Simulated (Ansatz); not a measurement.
# Ag: energy along a strain

Ag, Im-3m, a = 3.311 Å (as given, not relaxed at this level: -7.2 GPa). This isn't the element's structure at ambient conditions. Ansatz: PBEsol, PAW, 420 eV, Γ-centred 20×20×20 mesh on 1 atom, Gaussian smearing 0.15 eV; no spin polarisation. Cell vectors (Å): -1.656 1.656 1.656; 1.656 -1.656 1.656; 1.656 1.656 -1.656. The cell is strained by x per cent times the pattern (0 0 0 0 1 0) in the order xx yy zz yz xz xy (engineering shears), with fractional coordinates held. y is the free energy over the start, V0 = 18.154 Å³/atom. Symmetry makes y even in x.

```tsv
x (%)	y (meV/atom)
-6.00	?
-3.00	1.50
0.00	0.00
0.75	0.09
1.50	0.36
2.25	0.83
3.75	2.40
4.50	3.54
5.25	4.93
```

**Question.** Fit y = c2 x² + c4 x⁴ to the other rows, get the stiffness along the pattern, and predict the missing energy.

**Answer.** Least squares on the rows shown. y = 0.1616 x² + 0.0006338 x⁴. The clamped-ion stiffness p·C·p = 2 × 1.616 eV × 160.2 / 18.154 Å³ = 29 GPa, which is C55 in these axes (C44 of the cubic crystal) (second derivative at the start, which stands under stress). At x = -6.00 the fit asked for gives 6.64 meV/atom. The run gave 6.59 meV/atom, so the fit is 0.05 meV/atom too high, a small miss on the scale of the series.